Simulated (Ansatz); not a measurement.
**Calculated 63Cu nuclear quadrupole resonance for GaCuSe₂**

Cell: a diffraction structure from the COD, its atoms then relaxed with PBE in this cell.

Space group I-42d (No. 122); a = 5.6191, c = 11.0260 Å.

| site | Wyckoff | site symmetry | x | y | z |
| --- | --- | --- | --- | --- | --- |
| Ga | 4b | -4.. | 0.0000 | 0.0000 | 0.5000 |
| Cu | 4a | -4.. | 0.0000 | 0.0000 | 0.0000 |
| Se | 8d | .2. | 0.2434 | 0.2500 | 0.1250 |

One atom of each set is listed; the run and its k-mesh use a cell of 8 atoms with edges of 6.80, 6.80, 6.80 Å.

Level of theory: DFT, r2SCAN, plane waves and PAW, scalar-relativistic, 500 eV cutoff, Γ-centred 7×7×7 k-points, Fermi–Dirac smearing 0.02 eV (Ansatz 0.2.0).

63Cu: I = 3/2, Q = -220.0 mb (year-2017 value). Static lattice, zero field.

**Question.** At which frequencies do the 63Cu NQR lines lie?

**Answer.** For I = 3/2 there is one line, ν = (|C_Q|/2)(1 + η²/3)^½.

| site | atoms | V_zz (10²¹ V/m²) | C_Q (MHz) | η | line frequencies (MHz) |
| --- | --- | --- | --- | --- | --- |
| Cu | 2 | 0.81 | -4.29 | 0.00 | 2.14 |

**Question.** And for ⁶⁵Cu (I = 3/2, Q = -204.0 mb) on Cu?

**Answer.** C_Q scales with Q to -3.98 MHz, with lines at 1.99 MHz.

An axis of threefold or higher order runs through Cu, so V_zz lies along it and η is zero.

With a gap of 0.5 eV on this mesh, small gradients can still move by 0.1 × 10²¹ V/m² or more as the k-mesh gets denser.
